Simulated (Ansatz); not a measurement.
Relaxed-ion elastic tensor of NiGe in space group Pnma (No. 62; Ni on 4c, Ge on 4c) in GPa (Voigt order), PBEsol (plane waves, PAW; program Ansatz); density 8.32 g/cm³, 13.10 Å³ per atom.

```
 232   154   113   0.0   0.0   0.0
 154   204   121   0.0   0.0   0.0
 113   121   191   0.0   0.0   0.0
 0.0   0.0   0.0  77.3   0.0   0.0
 0.0   0.0   0.0   0.0   117   0.0
 0.0   0.0   0.0   0.0   0.0   119
```

Task: Is the crystal mechanically stable?

Result: Yes: the smallest eigenvalue of C is 59.7 GPa.

Task: Work out the Voigt, Reuss and Hill averages.

Result: K_V = 156, K_R = 152, K_H = 154; G_V = 78.6, G_R = 59.7, G_H = 69.2 GPa.

Task: Give Young's modulus, Poisson's ratio, Pugh's ratio and the universal anisotropy index.

Result: E = 9KG/(3K + G) = 180 GPa; ν = 0.30; K/G = 2.23 (ductile by the Pugh limit of 1.75); A_U = 5G_V/G_R + K_V/K_R − 6 = 1.60.

Task: Estimate the sound speeds and the Debye temperature.

Result: v_l = √((K + 4G/3)/ρ) = 5440 m/s, v_t = √(G/ρ) = 2880 m/s, mean 3220 m/s; Θ = (h/k)(3n/4πV)^(1/3) v_m = 407 K.

Task: How much does each axis shrink under pressure?

Result: Linear compressibilities β_i = Σ_j S_ij (j = 1 to 3): x 1.5, y 1.9, z 3.1 per TPa.

The cell was relaxed with PBEsol under the symmetry of its start; of distortions, only those at the zone centre were tested. The run is not spin-polarised. As this level gives no gap, shear constants depend on the k-mesh and smearing (Fermi–Dirac, 0.1 eV here). On the denser mesh and wider smearing of the elastic run this cell carries a stress of 0.4 GPa.

Potentials: the later of the program's two PAW sets.
